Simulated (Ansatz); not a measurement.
Relaxed candidate structures of ScOF:

A. P2₁/m (No. 11), mP12; a = 5.1905 Å, b = 3.3477 Å, c = 7.8297 Å, α = 90.00°, β = 95.68°, γ = 90.00°; Sc 2e (0.195, 0.250, 0.669); Sc 2e (0.265, 0.250, 0.082); O 2e (0.015, 0.750, 0.130); O 2e (0.520, 0.750, 0.130); F 2e (0.082, 0.250, 0.392); F 2e (0.606, 0.250, 0.387)

B. Pmm2 (No. 25), oP6; a = 3.1343 Å, b = 4.2563 Å, c = 6.1854 Å, α = 90.00°, β = 90.00°, γ = 90.00°; F 1d (0.500, 0.500, 0.524); F 1a (0.000, 0.000, 0.678); O 2h (0.500, 0.250, 0.133); Sc 1c (0.500, 0.000, 0.421); Sc 1a (0.000, 0.000, 0.005)

C. P2₁/m (No. 11), mP6; a = 3.8958 Å, b = 3.3863 Å, c = 5.3726 Å, α = 90.00°, β = 106.79°, γ = 90.00°; Sc 2e (0.824, 0.250, 0.192); O 2e (0.265, 0.250, 0.050); F 2e (0.236, 0.250, 0.562)

D. P4/nmm, origin choice 1 (No. 129), tP6, AFLOW prototype ABC_tP6_129_c_a_c (E0_1, as in PbClF); a = 3.196 Å, b = 3.196 Å, c = 5.609 Å, α = 90.00°, β = 90.00°, γ = 90.00°; Sc 2c (0.500, 0.000, 0.270); O 2c (0.000, 0.500, 0.365); F 2a (0.000, 0.000, 0.000)

E. P4₂/mmc (No. 131), tP6; a = b = 3.5422 Å, c = 5.0716 Å, α = β = γ = 90.00°; Sc 2c (0.000, 0.500, 0.000); F 2e (0.000, 0.000, 0.250); O 2f (0.500, 0.500, 0.250)

F. P2₁/c (No. 14), mP12; a = 5.1536 Å, b = 5.1245 Å, c = 5.2132 Å, α = 90.00°, β = 99.99°, γ = 90.00°; Sc 4e (0.692, 0.472, 0.288); O 4e (0.456, 0.246, 0.488); F 4e (0.057, 0.673, 0.341)

Q: Rank these by energy per atom (lowest first), as PBEsol (plane waves to 420 eV, PAW, scalar-relativistic; Ansatz, a quantum-chemistry and plane-wave program) gives it.

A: F (reference, the lowest among the structures calculated here), C (+27 meV/atom), A (+83 meV/atom), D (+225 meV/atom), E (+229 meV/atom), B (+0.92 eV/atom)

Q: Give each candidate's band gap.

A: No gap: B. A: 3.99 eV (no spin-orbit coupling); C: 4.50 eV (no spin-orbit coupling); D: 2.26 eV (no spin-orbit coupling); E: 2.71 eV (no spin-orbit coupling); F: 4.56 eV (no spin-orbit coupling).

 1 generated cell of layers, chains or molecules, poorly bound without dispersion, is left out. Each run could gain symmetry but not lose that of its start, so entries can be saddle points. From databases, or of a type measured for this composition: P2₁/c, mP12; the others are generated cells (placed on structure types, drawn at random, substituted or restacked) that were not matched to a known phase here. Energies are at zero temperature and pressure, without zero-point motion. Each cell has its own k-point mesh; energy differences are given only to the digits this allows. No spin polarisation in the result. No Hubbard U is applied. Gaps of cells over 8 atoms come from the SCF mesh and high-symmetry points alone.
